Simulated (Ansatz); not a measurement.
Pd (fcc, Cu type)

```
Pd
1.0
    0.00000     1.97130     1.97130
    1.97130     0.00000     1.97130
    1.97130     1.97130     0.00000
Pd
1
Direct
  0.00000   0.00000   0.00000
```

The slice is a {110} plane (indices of the conventional cell) through the point (0.000, 0.000, 0.000) (fractional), spanned by u = [100] and v = [1 -1 -1] in vectors of this cell: u (2.79 Å) and v (3.94 Å, at 90° to u). It covers one period; positions are fractions (u, v).

Method: PBE (plane waves to 420 eV, PAW, scalar-relativistic; Ansatz, a program for electronic structure). k mesh 20×20×20. These are valence fields of a PAW run, semicore shells included where kept as valence: close to a nucleus they are smooth pseudo fields. Pd is run without spin polarisation. Pd was relaxed with its symmetry unable to fall. The PAW data are Ansatz's earlier set.

Three fields on this plane, each scaled to ten steps between its own extremes (0 low, 9 high; the total valence density on a logarithmic scale, the potential cut 8 eV below its top; x marks points blanked near nuclei; v = 0 in the bottom row):

Map A
```
|xxxxxxxxx765567xxxxxxxx|
|xxxxxxxx97544579xxxxxxx|
|xxxxxxxx96544569xxxxxxx|
|xxxxxxxx76444457xxxxxxx|
|xxxxxxx8654334568xxxxxx|
|xxxxxx975433334579xxxxx|
|xxxxx87543333334578xxxx|
|xx98765433322333456789x|
|77665443333233333445667|
|44444333333333333334444|
|33322233333333333322233|
|11122223333333333222211|
|00111223334444333221110|
|00011223344444433221100|
|00001123344444433211000|
|00001123344554433211000|
|00001123344444433211000|
|00011223344444433221100|
|00111223334444333221110|
|11122223333333333222211|
|33322233333333333322233|
|44444333333333333334444|
|77665443333323333445667|
|xx98765433322333456789x|
|xxxxx87543333334578xxxx|
|xxxxxx975433334579xxxxx|
|xxxxxxx8654334568xxxxxx|
|xxxxxxxx75444467xxxxxxx|
|xxxxxxxx96544569xxxxxxx|
|xxxxxxxx97544579xxxxxxx|
|xxxxxxxxx765567xxxxxxxx|
|xxxxxxxxx865568xxxxxxxx|
```

Map B
```
|xxxxxxxxx533335xxxxxxxx|
|xxxxxxxx94333249xxxxxxx|
|xxxxxxxx73233237xxxxxxx|
|xxxxxxxx42233224xxxxxxx|
|xxxxxxx6323443236xxxxxx|
|xxxxxx632234432236xxxxx|
|xxxxx64223444432246xxxx|
|xx97532234444443223579x|
|55432223344444433222345|
|22222233344444433322222|
|11112223334444333222111|
|01111223333333333221111|
|00001122333333332211000|
|00001122233333322211000|
|00000112233333322110000|
|00000112233333322110000|
|00000112233333322110000|
|00001122233333322211000|
|00001122333333332211000|
|01111223333333333221111|
|11112223334444333222111|
|22222233344444433322222|
|55432223344444433222345|
|xx97532234444443223579x|
|xxxxx64223444432246xxxx|
|xxxxxx632234432236xxxxx|
|xxxxxxx6323443236xxxxxx|
|xxxxxxxx42233224xxxxxxx|
|xxxxxxxx73233237xxxxxxx|
|xxxxxxxx94233349xxxxxxx|
|xxxxxxxxx533335xxxxxxxx|
|xxxxxxxxx533335xxxxxxxx|
```

Map C
```
|xxxxxxxxx145541xxxxxxxx|
|xxxxxxxx01455410xxxxxxx|
|xxxxxxxx02566520xxxxxxx|
|xxxxxxxx04566540xxxxxxx|
|xxxxxxx0256776520xxxxxx|
|xxxxxx024677776420xxxxx|
|xxxxx02457788775420xxxx|
|xx00134567788776543100x|
|22234566778888776654322|
|55566677777777777766655|
|77777777777777777777777|
|88888887777667777888888|
|99998887766666677888999|
|99998887666556667888999|
|99999877665555667789999|
|99999877665555667789999|
|99999877665555667789999|
|99998887666556667888999|
|99998887766666677888999|
|88888887777667777888888|
|77777777777777777777777|
|55566677777777777766655|
|22234566778888776654322|
|xx00134567788776543100x|
|xxxxx02457788775420xxxx|
|xxxxxx024677776420xxxxx|
|xxxxxxx0256776520xxxxxx|
|xxxxxxxx04566540xxxxxxx|
|xxxxxxxx02566520xxxxxxx|
|xxxxxxxx01455410xxxxxxx|
|xxxxxxxxx145541xxxxxxxx|
|xxxxxxxxx035530xxxxxxxx|
```

### Question
Assign the maps to these fields: electron localisation function (ELF); valence electron density; electrostatic potential energy of an electron, from the cell's mean.

### Answer
A is the valence electron density; B is the electron localisation function (ELF); C is the electrostatic potential energy of an electron, from the cell's mean.
